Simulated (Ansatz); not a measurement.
All numbers below come from DFT PBE, scalar-relativistic, plane waves, PAW (Ansatz). All cells share a 420 eV cutoff and Γ-centred k meshes spaced about 0.3 Å⁻¹ or finer (0.25 for metals, 2π included). No spin polarisation.

A search over trial structures of MgGe2N3 gave this relaxed cell.

```
Mg Ge N
1.0
     4.84060   -2.82866    0.00000
     4.84060    2.82866    0.00000
     0.00000    0.00000    5.57395
Mg Ge N
2 4 6
Direct
  0.33354 0.66646 0.00498
  0.66646 0.33354 0.50498
  0.33228 0.99963 0.49947
  0.66772 0.00037 0.99947
  0.00037 0.66772 0.49947
  0.99963 0.33228 0.99947
  0.31302 0.68698 0.38697
  0.33226 0.02353 0.86705
  0.66773 0.97647 0.36705
  0.68698 0.31302 0.88697
  0.97647 0.66773 0.86705
  0.02353 0.33226 0.36705
```

Wave vectors count in units of this cell's reciprocal vectors.

Question: Does it survive phonon and random-displacement tests?

Answer: No. The phonons at Γ go imaginary, to 301i cm⁻¹ at q = (0.00, 0.00, 0.00). (Phonon run: 6×6×6 k mesh, Gaussian smearing of 0.10 eV.) With atoms moved at random and symmetry off, it falls by 78 meV/atom into P1 (No. 1). Conventional cell: a = 5.367 Å, b = 5.648 Å, c = 5.746 Å, α = 118.3°, β = 90.3°, γ = 90.1°. Around Mg on its first site lie 4 N at 2.02–2.09 Å; Mg on its second site is surrounded by 4 N at 2.11–2.25 Å; around Ge on its first site lie 4 N at 1.85–2.00 Å; around N on its first site lie 2 Ge at 1.89–1.91 Å and 2 Mg at 2.09–2.18 Å; 8 more sites not described.

```
Mg Ge N
1.0
     5.36708    0.00000    0.00000
    -0.01026    5.64780    0.00000
    -0.03045   -2.72101    5.06071
Mg Ge N
2 4 6
Direct
  0.99615 0.33246 0.34116
  0.49404 0.65428 0.66040
  0.50518 0.99520 0.31785
  0.93878 0.00482 0.67137
  0.50155 0.34042 0.00754
  0.97773 0.66505 0.99855
  0.38280 0.29783 0.29777
  0.84743 0.97141 0.27306
  0.53171 0.03041 0.66514
  0.88570 0.65059 0.68476
  0.84287 0.39219 0.05078
  0.34606 0.66535 0.03162
```

Phonons of metals hang on the k mesh and the smearing.
